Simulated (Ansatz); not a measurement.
## Does relaxation matter for the field gradients of GaN with Si replacing N?

Start: a supercell of GaN (wurtzite type, P6_3mc) built from an entry of the Crystallography Open Database (COD) (the entry's cell lengths or inner coordinates differ somewhat from later room-temperature determinations), with all atoms left at the host's positions.

```yaml
crystal:
  lattice:
    - [6.36000, 0.00000, 0.00000]
    - [-3.18000, 5.50792, 0.00000]
    - [0.00000, 0.00000, 10.33200]
  atoms:
    - { symbol: Ga, position: [0.16667, 0.33333, 0.00000] }
    - { symbol: Ga, position: [0.16667, 0.33333, 0.50000] }
    - { symbol: Ga, position: [0.16667, 0.83333, 0.00000] }
    - { symbol: Ga, position: [0.16667, 0.83333, 0.50000] }
    - { symbol: Ga, position: [0.66667, 0.33333, 0.00000] }
    - { symbol: Ga, position: [0.66667, 0.33333, 0.50000] }
    - { symbol: Ga, position: [0.66667, 0.83333, 0.00000] }
    - { symbol: Ga, position: [0.66667, 0.83333, 0.50000] }
    - { symbol: Ga, position: [0.33333, 0.16667, 0.25000] }
    - { symbol: Ga, position: [0.33333, 0.16667, 0.75000] }
    - { symbol: Ga, position: [0.33333, 0.66667, 0.25000] }
    - { symbol: Ga, position: [0.33333, 0.66667, 0.75000] }
    - { symbol: Ga, position: [0.83333, 0.16667, 0.25000] }
    - { symbol: Ga, position: [0.83333, 0.16667, 0.75000] }
    - { symbol: Ga, position: [0.83333, 0.66667, 0.25000] }
    - { symbol: Ga, position: [0.83333, 0.66667, 0.75000] }
    - { symbol: Si, position: [0.16667, 0.33333, 0.18750] }
    - { symbol: N, position: [0.16667, 0.33333, 0.68750] }
    - { symbol: N, position: [0.16667, 0.83333, 0.18750] }
    - { symbol: N, position: [0.16667, 0.83333, 0.68750] }
    - { symbol: N, position: [0.66667, 0.33333, 0.18750] }
    - { symbol: N, position: [0.66667, 0.33333, 0.68750] }
    - { symbol: N, position: [0.66667, 0.83333, 0.18750] }
    - { symbol: N, position: [0.66667, 0.83333, 0.68750] }
    - { symbol: N, position: [0.33333, 0.16667, 0.43750] }
    - { symbol: N, position: [0.33333, 0.16667, 0.93750] }
    - { symbol: N, position: [0.33333, 0.66667, 0.43750] }
    - { symbol: N, position: [0.33333, 0.66667, 0.93750] }
    - { symbol: N, position: [0.83333, 0.16667, 0.43750] }
    - { symbol: N, position: [0.83333, 0.16667, 0.93750] }
    - { symbol: N, position: [0.83333, 0.66667, 0.43750] }
    - { symbol: N, position: [0.83333, 0.66667, 0.93750] }
```

Sites (sets of like atoms) are named by element and the number of their first atom in this list.

The numbers come from a DFT calculation in Ansatz (PBE, plane waves and PAW, scalar-relativistic, 420 eV cutoff, Γ-centred 4×4×2 k-points, Fermi–Dirac smearing 0.01 eV, cell charge -1).

The largest force at the start is 6.9 eV/Å. Relaxing the ions at fixed cell moves them by 0.303 Å at most (atom 1, Ga) and 0.102 Å rms.

```tsv
site	atom	moved (Å)	first shell before	first shell after	V_zz before (10²¹ V/m²)	η before
Ga1	1	0.303	1 Si at 1.94 Å, 3 N at 1.95 Å	3 N at 1.95 Å, 1 Si at 2.17 Å	-13.14	0.00
Ga2	2	0.059	4 N at 1.94–1.95 Å	4 N at 1.94–1.98 Å	0.37	0.00
Ga4	4	0.048	4 N at 1.94–1.95 Å	4 N at 1.91–1.93 Å	0.48	0.85
Ga9	9	0.175	3 N at 1.94–1.95 Å, 1 Si at 1.95 Å	3 N at 1.92–1.95 Å, 1 Si at 2.14 Å	-12.08	0.15
Ga10	10	0.073	4 N at 1.94–1.95 Å	4 N at 1.90–1.95 Å	-1.37	0.03
Ga15	15	0.043	4 N at 1.94–1.95 Å	4 N at 1.94–1.96 Å	0.77	0.00
Si	17	0.070	4 Ga at 1.94–1.95 Å	4 Ga at 2.14–2.17 Å	0.79	0.00
N19	19	0.015	4 Ga at 1.94–1.95 Å	4 Ga at 1.92–1.94 Å	-2.07	0.24
N20	20	0.040	4 Ga at 1.94–1.95 Å	4 Ga at 1.91–1.93 Å	-0.21	0.22
N26	26	0.122	4 Ga at 1.94–1.95 Å	4 Ga at 1.90–1.95 Å	-0.87	0.15
```

Task: What are V_zz and η after the relaxation?

Result: 

```json
{"site": "Ga1", "atom": "1", "V_zz after": "-5.17", "η after": "0.00", "change of V_zz": "+7.97"}
{"site": "Ga2", "atom": "2", "V_zz after": "3.20", "η after": "0.00", "change of V_zz": "+2.83"}
{"site": "Ga4", "atom": "4", "V_zz after": "-0.14", "η after": "0.72", "change of V_zz": "–"}
{"site": "Ga9", "atom": "9", "V_zz after": "-7.05", "η after": "0.37", "change of V_zz": "+5.03"}
{"site": "Ga10", "atom": "10", "V_zz after": "1.91", "η after": "0.51", "change of V_zz": "–"}
{"site": "Ga15", "atom": "15", "V_zz after": "2.90", "η after": "0.00", "change of V_zz": "+2.13"}
{"site": "Si", "atom": "17", "V_zz after": "1.09", "η after": "0.00", "change of V_zz": "+0.30"}
{"site": "N19", "atom": "19", "V_zz after": "-3.56", "η after": "0.37", "change of V_zz": "-1.49"}
{"site": "N20", "atom": "20", "V_zz after": "-0.63", "η after": "0.59", "change of V_zz": "-0.42"}
{"site": "N26", "atom": "26", "V_zz after": "-1.80", "η after": "0.77", "change of V_zz": "-0.93"}
```

The largest change of V_zz along a kept axis is on Ga1, from -13.14 to -5.17. Small gradients that grow severalfold: Ga2 (0.37 to 3.20). In per cent, |V_zz| changes by -61 to -42 on Ga, +72 on N (all sites that start above 2). Where |V_zz| stays above 0.1 and the axes keep their order, η moves most on N26, from 0.15 to 0.77. On Ga10, Ga4 the largest principal value lies along another axis in the second run, so the two V_zz can't be compared directly. The table leaves out 6 of the 16 sites, with |V_zz| up to 2.00; their tensors move by 1.30 at most along any direction. The statements above cover all sites. The electronic state changes along with the positions (the gap closes), so the changes aren't those of geometry alone. The host's own positions weren't relaxed first, so part of the change far from the defect can be the host's relaxation.

The defect repeats with the cell of 32 atoms, so it feels its images: sites between two images don't show the values beside a lone defect, and zeros or small values of η there can come from the images' arrangement. Ga and N carry a gradient in the pure host already, so the values there aren't the defect's effect alone. A uniform background compensates the cell's charge.
Before: With a gap of 0.6 eV on this mesh, small gradients can still move by 0.1 × 10²¹ V/m² or more as the k-mesh gets denser. The cell keeps the host's lattice, where the PBE pressure is 18 GPa (in a charged cell this depends on the convention for the mean potential). The neighbours have not yet relaxed around the defect (largest force 6.9 eV/Å), so the values at and beside it are those of a strained start, not of the defect in a real crystal.
After: The run isn't spin-polarised, and a state with spin may lie lower. The relaxation keeps the site symmetry 3m of the start, so the impurity can move only along its axis; a distortion that would localise the partly filled state isn't explored. The defect cell has no gap above 0.1 eV on its mesh, so the values can hang on the smearing and the k-mesh. The cell keeps the host's lattice, where the PBE pressure is 16 GPa (in a charged cell this depends on the convention for the mean potential).
